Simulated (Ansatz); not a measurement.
**Ansatz 0.2.0, single run: Rb3Ge2Mo3**

The input file (Ansatz 0.2.0, plane waves):

```yaml
crystal:
  lattice:
    - [3.128649, 5.418977, 0.0]
    - [-3.128649, 5.418977, 0.0]
    - [-3.128649, 1.806323, 7.021615]
  atoms:
    - { symbol: Rb, position: [0.5, 0.0, 0.5] }
    - { symbol: Rb, position: [0.0813, 0.8374, 0.2439] }
    - { symbol: Rb, position: [0.9187, 0.1626, 0.7561] }
    - { symbol: Mo, position: [0.5, 0.5, 0.0] }
    - { symbol: Mo, position: [0.0, 0.5, 0.0] }
    - { symbol: Mo, position: [0.5, 0.0, 0.0] }
    - { symbol: Ge, position: [0.2471, 0.5058, 0.7413] }
    - { symbol: Ge, position: [0.7529, 0.4942, 0.2587] }
  symmetry: { tolerance: 0.0003 }
kpoints:
  mp_grid: { grid: [4, 4, 4], shift: [0, 0, 0] }
magnetization:
  spin_polarized: false
scf:
  occupations: { method: fermi_dirac, width: 0.018 }
  lower_state_search: "off"
hamiltonian:
  pseudopotentials: { kind: paw }
  xc: r2scan
basis:
  ecutwfc: 500
  xc_grid: 2
output:
  forces: true
  stress: true
  eigenvalues: true
```

The command:

```bash
ansatz run input.yaml --threads 1 --pin off --max-ram 2560MiB --backend cpu --events-out ev --progress --plain --runs-dir out
```

Origin of the cell: a known structure type with other elements, at an estimated volume, so it need not be a known compound.

Output (shortened):

```
Warning: crystal.lattice misses the space group found at crystal.symmetry.tolerance 3.0e-4 in a digit that the deck types, which is why this is a warning: making the lattice exact moves one o […]
Pseudopotentials: kind: paw
Pseudopotential: Rb, paw, valence charge 9, recommended cutoff 500 eV (meta_gga), Rb.paw.azcp
Pseudopotential: Mo, paw, valence charge 14, recommended cutoff 500 eV (meta_gga), Mo.paw.azcp
Pseudopotential: Ge, paw, valence charge 14, recommended cutoff 500 eV (meta_gga), Ge.paw.azcp
Functional definition: r2SCAN
  exchange = r2scan_x(k0 = k0, k1 = k1, a1 = a1)
  correlation = r2scan_c
Crystal: 8 atoms, lattice volume = 238.090 Å³
Basis set: ecut = 500 eV, 6049 PW (Γ), exchange–correlation on 96×96×120 points (8 copies of the dense FFT grid, shifted against one another)
Bands: 59, of which v1, the nominal top of the filled ones, is band 49 counted from 1 (48 counted from 0)
[… 12 lines left out …]
Initial density: superposition of atomic densities (neutral atoms: chi_scale 0, normalization atom), corrected by the library's trained network
Functional: x = r2scan, c = r2scan; τ floored in thin density (d = 2e-4 eV/Å³)
SCF iter   1: F=-33334.871218 eV  HF=-33335.242950 eV  Δρ=1.03e-2  dr2=5.18e-1  dr2_τ=8.05e-2
SCF iter   2: F=-33335.179074 eV  HF=-33335.256964 eV  Δρ=4.98e-3  dr2=7.49e-2  dr2_τ=2.18e-2  defer=32
SCF iter   3: F=-33335.225878 eV  HF=-33335.246570 eV  Δρ=2.29e-3  dr2=2.00e-2  dr2_τ=4.53e-4  defer=32
SCF iter   4: F=-33335.240470 eV  HF=-33335.242651 eV  Δρ=8.42e-4  dr2=3.12e-3  dr2_τ=5.59e-5  defer=21
SCF iter   5: F=-33335.242496 eV  HF=-33335.242509 eV  Δρ=1.91e-4  dr2=8.23e-5  dr2_τ=5.26e-6  defer=29
SCF iter   6: F=-33335.242482 eV  HF=-33335.242481 eV  Δρ=4.99e-5  dr2=5.62e-6  dr2_τ=2.23e-7  defer=29
SCF iter   7: F=-33335.242484 eV  HF=-33335.242485 eV  Δρ=1.55e-5  dr2=1.10e-6  dr2_τ=3.18e-8  defer=29
SCF iter   8: F=-33335.242485 eV  HF=-33335.242485 eV  Δρ=4.49e-6  dr2=5.24e-8  dr2_τ=2.95e-9
SCF 1 converged in 8 iterations: F = -33335.242485 eV  dr2 = 5.24e-8
SCF converged after 8 iterations
Free energy (F): -33335.242485 eV
Harris-Foulkes:  -33335.242485 eV  (|F-HF|=1.55e-9)
Internal energy: -33335.233300 eV  (E = F + TS)
E sigma→0 (E₀):  -33335.237892 eV
Entropy (-TS):   -0.009185 eV (-1.148 meV/atom)
Fermi energy:    7.846572 eV
--- Per-component energies (eV) ---
  E_band       = -1189.062839
  E_kinetic    = 2109.325523
  E_local      = -12284.979214  (includes V_loc(G=0)·N_el)
  E_nonlocal   = 1788.817878
  E_hartree    = 4825.689726
  E_xc         = -1037.891984
  E_vxc        = -1342.580226  (∫ρ·V_xc dr)
  E_paw        = -21622.563003  (= ΣΔE_a)
  E_vpaw       = -1193.603133  (= ΣTr[D̂ρ^β])
  E_aug_tail   = 0.000043  (compensation charges beyond the density's cutoff)
  E_vtau       = 82.563236  (kinetic-family band-sum trace: ∫τ·v_τ [+ j·A + Jᵃ·Aᵃ] dr)
  E_ewald      = -7110.356344
  E_core_change = -3.275925  (= ΣΔE_core)
  E_smearing   = -0.009185  (= −TS)
  Σ components = -33335.242485   (vs F -33335.242485, Δ=0.00e0)
--- Forces (eV/Å), atoms counted from 1 ---
  atom   1  Rb    -0.000000     0.000000     0.000000
  atom   2  Rb    -0.000000    -0.000000     0.811630
  atom   3  Rb     0.000000     0.000000    -0.811630
  atom   4  Mo     0.000000     0.000000     0.000000
  atom   5  Mo     0.000000     0.000000     0.000000
  atom   6  Mo     0.000000     0.000000     0.000000
  atom   7  Ge    -0.000000    -0.000000     0.338288
  atom   8  Ge     0.000000     0.000000    -0.338288
  max |Σ_I F_I| component: 5.55e-17 eV/Å
--- Stress (GPa, compression-positive) ---
       -6.641914      -0.000000      -0.000000
       -0.000000      -6.641914      -0.000002
       -0.000000      -0.000002       3.330034
  P = ⅓ Tr σ = -3.3179 GPa (-33.179 kbar)
```

Caveats: no moments, though an odd count or open d shells may carry them; the k mesh is coarse if the cell is a metal.

It ran for 29 s on 1 thread of Arm Neoverse V1 (shared host), peak memory 0.66 GiB, from the program's own first density.
